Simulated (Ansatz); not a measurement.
## Equation of state of ScPt$_{3}$

A database entry relaxed whole under r2SCAN (Pm-3m):

```
Sc Pt
1.0
     3.97986    0.00000    0.00000
     0.00000    3.97986    0.00000
     0.00000    0.00000    3.97986
Sc Pt
1 3
Direct
  0.00000 0.00000 0.00000
  0.00000 0.50000 0.50000
  0.50000 0.00000 0.50000
  0.50000 0.50000 0.00000
```

The cell was scaled uniformly, its shape held, and the atoms relaxed at each volume with plane-wave PAW DFT (Ansatz 0.2.0; r2SCAN, 500 eV, 9×9×9 Γ-centred mesh, fermi-dirac occupations of width 0.100 eV; no spin, no spin-orbit coupling). One row is withheld.

| volume (Å³/atom) | energy over the lowest (meV/atom) | pressure (GPa) |
| --- | --- | --- |
| 14.814 | 42.6 | 15.68 |
| 15.129 | 17.9 | 9.80 |
| 15.444 | 4.1 | 4.59 |
| 15.759 | 0.0 | -0.04 |
| 16.075 | 4.5 | -4.13 |
| 16.390 | ? | ? |
| 16.705 | 35.3 | -10.96 |

**Question.** Fit the pressures of the other rows to the third-order Birch-Murnaghan form.

**Answer.** With f = [(V₀/V)^(2/3) − 1]/2 and P = 3B₀f(1 + 2f)^(5/2)[1 + 3(B₀′ − 4)f/2], least squares gives V₀ = 15.76 Å³ an atom, B₀ = 217 GPa and B₀′ = 5.0; the rows miss the fit by less than 0.01 GPa. The slope of the energies differs from these pressures by 0.15 GPa, since they are taken to zero smearing while pressures follow the free energy.

**Question.** What does the withheld row hold?

**Answer.** The fit gives -7.75 GPa at 16.390 Å³; the run gave -7.76 GPa and 16.5 meV an atom.

Caveats: the shape of the cell was held; 0 K, fixed nuclei; the symmetry was kept, and this need not be the phase that is stable at 0 K; one mesh for all volumes; pressure is positive in compression.
